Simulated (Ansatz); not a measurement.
**Structure relaxation, Sb**

The start is a generated trial cell of Sb in the A7 structure type. Cell shape, volume and atoms are optimised at zero target pressure with PBE (plane waves to 420 eV, PAW, scalar-relativistic; Ansatz, a quantum-chemistry and plane-wave program). The first steps use a coarse 9×9×9 k-mesh.

Input geometry:
```yaml
crystal:
  lattice:
    - [2.17271, 1.25441, 3.74778]
    - [-2.17271, 1.25441, 3.74778]
    - [0.00000, -2.50883, 3.74778]
  atoms:
    - { symbol: Sb, position: [0.23300, 0.23300, 0.23300] }
    - { symbol: Sb, position: [0.76700, 0.76700, 0.76700] }
```

Which atoms feel the largest initial force, and how large is it?

0.18 eV/Å, on Sb1, Sb2 (atoms numbered as listed).

How does the volume change?

+4.0 %, from 30.64 to 31.87 Å³/atom.

How do the shortest distances between atoms change?

The closest pairs of elements (up to four, under 3.6 Å), start → end: Sb–Sb 2.92 → 2.95 Å.

Write out the relaxed structure.


```cif
data_Sb6
_chemical_formula_sum 'Sb6'
_space_group_name_H-M_alt 'R-3m :H'
_space_group_IT_number 166
_space_group_name_Hall '-R 3 2"'
_cell_length_a 4.37465
_cell_length_b 4.37465
_cell_length_c 11.53832
_cell_angle_alpha 90.000
_cell_angle_beta 90.000
_cell_angle_gamma 120.000
loop_
_atom_site_label
_atom_site_type_symbol
_atom_site_symmetry_multiplicity
_atom_site_Wyckoff_symbol
_atom_site_fract_x
_atom_site_fract_y
_atom_site_fract_z
_atom_site_occupancy
Sb1 Sb 6 c 0.00000 0.00000 0.23275 1
```
(The calculation used a cell of 2 atoms; values per cell refer to that cell.)

The space group stays R-3m (No. 166) (the run could not lower it); the end is AFLOW prototype A_hR2_166_c (A7, as in As), with 2 atoms in the primitive cell. Final values are on a 13×13×13 k-mesh of the relaxed cell. No spin polarisation in the result.

The run could not lose the symmetry of its start; a randomly shaken copy of 2 atoms returns to this structure.
